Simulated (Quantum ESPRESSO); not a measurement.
# Band energies of FeS2

```
CELL_PARAMETERS angstrom
      4.42562     0.00000     0.00000
      0.00000     5.39653     0.00000
      0.00000     0.00000     3.37770
ATOMIC_POSITIONS crystal
  S  0.29959 0.87818 0.50000
  S  0.70041 0.12182 0.50000
  S  0.79959 0.62182 0.00000
  S  0.20041 0.37818 0.00000
  Fe 0.50000 0.50000 0.50000
  Fe 0.00000 0.00000 0.00000
```

norm-conserving LDA (Quantum ESPRESSO, 90 Ry, without SOC); path ΓXSYΓZURTZ,YT,UX,SR; energies in eV from the valence-band maximum.

```csv
k (1/Å),point,band 24,band 25,band 26,band 27,band 28,band 29,band 30,band 31
0.00,Γ,-1.19,-1.01,-0.78,-0.76,-0.60,1.19,1.37,2.78
0.37,,-1.11,-1.05,-0.92,-0.23,-0.12,1.46,1.59,1.92
0.93,X,-1.40,-0.95,-0.95,-0.38,-0.38,1.32,1.32,1.59
1.64,S,-1.16,-0.80,-0.80,-0.30,-0.30,1.43,1.43,2.01
2.01,,-1.04,-0.99,-0.99,-0.28,-0.28,1.08,1.08,2.21
2.57,Y,-1.22,-0.68,-0.68,-0.11,-0.11,1.61,1.61,1.93
3.28,Γ,-1.19,-1.01,-0.78,-0.76,-0.60,1.19,1.37,2.78
3.86,Z,-1.13,-0.85,-0.85,-0.35,-0.35,1.09,1.09,2.38
4.23,,-1.24,-0.86,-0.86,-0.03,-0.03,1.54,1.54,1.61
4.79,U,-1.85,-1.48,-1.48,-0.35,-0.35,0.72,0.72,2.04
5.32,,-1.39,-0.80,-0.80,-0.32,-0.32,1.56,1.56,1.85
5.50,R,-1.43,-0.65,-0.65,-0.32,-0.32,1.64,1.64,2.00
5.81,,-1.49,-0.64,-0.64,-0.45,-0.45,1.65,1.65,1.99
6.12,,-1.72,-0.70,-0.70,-0.65,-0.65,1.51,1.51,1.54
6.43,T,-1.40,-1.16,-1.16,-0.95,-0.95,1.29,1.29,1.79
6.61,,-1.38,-0.95,-0.95,-0.71,-0.71,1.35,1.35,1.93
7.14,Z,-1.13,-0.85,-0.85,-0.35,-0.35,1.09,1.09,2.38
7.14,Y,-1.22,-0.68,-0.68,-0.11,-0.11,1.61,1.61,1.93
7.43,,-1.54,-0.81,-0.81,-0.46,-0.46,1.69,1.69,1.71
7.72,T,-1.40,-1.16,-1.16,-0.95,-0.95,1.29,1.29,1.79
7.72,U,-1.85,-1.48,-1.48,-0.35,-0.35,0.72,0.72,2.04
8.02,,-1.64,-1.03,-1.03,-0.36,-0.36,0.98,0.98,1.89
8.31,X,-1.40,-0.95,-0.95,-0.38,-0.38,1.32,1.32,1.59
8.31,S,-1.16,-0.80,-0.80,-0.30,-0.30,1.43,1.43,2.01
8.89,R,-1.43,-0.65,-0.65,-0.32,-0.32,1.64,1.64,2.00
```

The LDA gap is 0.72 eV; at least one edge lies off the plotted path, at a point of the SCF mesh. The smallest direct gap is 1.01 eV. Another valence extremum on the path lies within 0.02 eV, too close to call.

The 3d shell has no Hubbard U; the runs are without spin polarisation, and magnetic order was not tried.

Geometry of the Materials Project entry, not relaxed at this level.

This is not the ordinary phase of the substance.

Letters of k points follow the standard setting of the lattice, whose axes may be ordered differently from the printed cell.
